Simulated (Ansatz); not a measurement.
Lattice vibrations of Mo5Rh at Γ

Level of theory: DFT PBE, scalar-relativistic, plane waves, PAW (Ansatz). Cutoff 420 eV, 10×10×2 k-points (Γ-centred), Gaussian smearing of 0.10 eV. No spin polarisation. Phonons by linear response, acoustic sum rule imposed.

Relaxed structure:
```
Mo Rh
1.0
     3.18402    0.00000    0.00000
     0.00000    3.18402    0.00000
     0.00000    0.00000   18.44185
Mo Rh
10 2
Cartesian
  0.0000 1.5920 2.1230
  1.5920 0.0000 3.7277
  1.5920 0.0000 16.3188
  0.0000 1.5920 14.7142
  1.5920 0.0000 13.1783
  0.0000 1.5920 11.5577
  1.5920 0.0000 10.0240
  0.0000 1.5920 5.2636
  1.5920 0.0000 6.8841
  0.0000 1.5920 8.4179
  1.5920 0.0000 0.8347
  0.0000 1.5920 17.6072
```

The structure comes from a proposed guess, relaxed at this level; another structure or a mixture of phases may lie lower. In a metal, frequencies depend on the k mesh and the smearing, soft modes most.

Q: Is this structure stable against zone-centre distortions?

A: Yes, at Γ: no optical mode is imaginary. Strains and other wave vectors aren't tested by this run.

Q: List the optical modes at Γ (i marks imaginary ones).

A:
| frequency (cm⁻¹) | degeneracy |
| --- | --- |
| 53 | 2 |
| 57 | 2 |
| 98 | 1 |
| 106 | 2 |
| 108 | 2 |
| 109 | 1 |
| 142 | 2 |
| 152 | 1 |
| 161 | 2 |
| 168 | 3 |
| 176 | 2 |
| 178 | 2 |
| 181 | 2 |
| 186 | 2 |
| 206 | 1 |
| 207 | 1 |
| 215 | 1 |
| 224 | 1 |
| 234 | 1 |
| 250 | 1 |
| 253 | 1 |
